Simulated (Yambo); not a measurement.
G0W0@PBEsol for WZnO₄ (space group P2/c, No. 13) in Yambo. Reference settings: 4×2×2 Γ-centred k mesh, bands 11 to 225 and a 7 Ry block in the screening, 225 bands in G with the Bruneval-Gonze terminator, plasmon pole fitted at 27.2 eV. The PBEsol gap (0, -0.5, 0) → (0, -0.5, 0) on this mesh is 2.89 eV; G0W0 gaps are taken between the same points.

| change from the reference | G0W0 gap (0, -0.5, 0) → (0, -0.5, 0) (eV) | shift of the valence edge (eV) |
|---|---|---|
| reference settings | 4.60 | -0.51 |
| 108 bands in G, no terminator | 4.84 | 0.13 |
| 108 bands in G | 4.65 | -0.48 |
| 6 Ry block | 4.60 | -0.49 |
| 124 bands in W | 4.75 | -0.45 |
| 2×2×2 mesh | 4.59 | -0.49 |
| 2 Ry block | ? | -0.89 |
| no terminator | 4.63 | -0.27 |

Problem. Estimate the withheld gaps from the other rows; the computed values follow.

Solution. 
- 2 Ry block, G0W0 gap (0, -0.5, 0) → (0, -0.5, 0) (eV): 5.33

The reference isn't shown to be the converged limit.

Spin-orbit coupling is not included.

Geometry of the Materials Project entry, not relaxed at this level; primitive cell a = 4.677 Å, b = 5.730 Å, c = 4.936 Å, α = γ = 90.00°, β = 90.59°.

A shift is the quasiparticle energy of the state minus its PBEsol energy.
